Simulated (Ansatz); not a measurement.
BiTeBr:
```
CELL_PARAMETERS angstrom
      4.29570     0.00000     0.00000
     -2.14785     3.72019     0.00000
      0.00000     0.00000     6.67990
ATOMIC_POSITIONS crystal
  Bi 0.00000 0.00000 0.00687
  Te 0.33333 0.66667 0.26599
  Br 0.66667 0.33333 0.72714
```

Relaxed with r²SCAN+D4.

Q: Map the electron localisation function on the plane through (0.000, 0.000, 0.007) spanned by u = [0, 0, 1] and v = [1, -1, 0] in lattice vectors, from the program Ansatz at the r²SCAN+D4 level (PAW).

A: x is the fraction of u, y of v (the angle between them is 90°; rows are the nearest grid lines); atoms in the plane: Bi at (0.00, 0.00), Te at (0.26, 0.33), Br at (0.72, 0.67).
```
y \ x   0.000  0.0909  0.182  0.273  0.364  0.455  0.545  0.636  0.727  0.818  0.909   1.00
------  -----  ------  -----  -----  -----  -----  -----  -----  -----  -----  -----  -----
1.00    0.763   0.299  0.273  0.075  0.024  0.006  0.003  0.008  0.073  0.456  0.316  0.763
0.919   0.303   0.434  0.237  0.088  0.033  0.009  0.014  0.069  0.076  0.317  0.489  0.303
0.838   0.356   0.271  0.146  0.073  0.031  0.014  0.261  0.706  0.726  0.369  0.244  0.356
0.757   0.069   0.060  0.059  0.040  0.020  0.044  0.723  0.890  0.798  0.865  0.456  0.069
0.703   0.082   0.025  0.030  0.023  0.013  0.105  0.813  0.729  0.003  0.798  0.689  0.082
0.622   0.076   0.029  0.044  0.039  0.018  0.086  0.803  0.779  0.041  0.820  0.678  0.076
0.541   0.051   0.214  0.480  0.554  0.409  0.034  0.441  0.847  0.876  0.798  0.313  0.051
0.459   0.158   0.581  0.525  0.517  0.674  0.512  0.030  0.346  0.545  0.291  0.048  0.158
0.378   0.354   0.537  0.215  0.019  0.486  0.788  0.138  0.012  0.017  0.015  0.037  0.354
0.297   0.368   0.527  0.177  0.007  0.458  0.790  0.175  0.009  0.009  0.011  0.039  0.368
0.243   0.303   0.641  0.444  0.326  0.591  0.759  0.067  0.010  0.014  0.020  0.062  0.303
0.162   0.365   0.445  0.682  0.691  0.713  0.385  0.015  0.012  0.023  0.090  0.353  0.365
0.0811  0.298   0.421  0.286  0.246  0.151  0.028  0.006  0.011  0.041  0.375  0.489  0.298
0.000   0.763   0.299  0.273  0.075  0.024  0.006  0.003  0.008  0.073  0.456  0.316  0.763
```

The density is the valence pseudo-density with augmentation charge, so density and ELF within about 1 Å of a nucleus are not all-electron values.

Space group P3m1. The first step of the workflow began from a Materials Project structure, measured or hypothetical; the Crystallography Open Database copy checked does not list it. With Te and Br taken as one species the cell has the higher symmetry P-3m1, so it may be an ordered model of a mixed-site phase. Whether it is the stable phase at ambient conditions was not checked. Symmetry was held in the r²SCAN+D4 relaxation; whether a distortion lowers the energy is not shown. Spin–orbit coupling is left out wherever it is not named.

Potentials: the later of the program's two PAW sets.
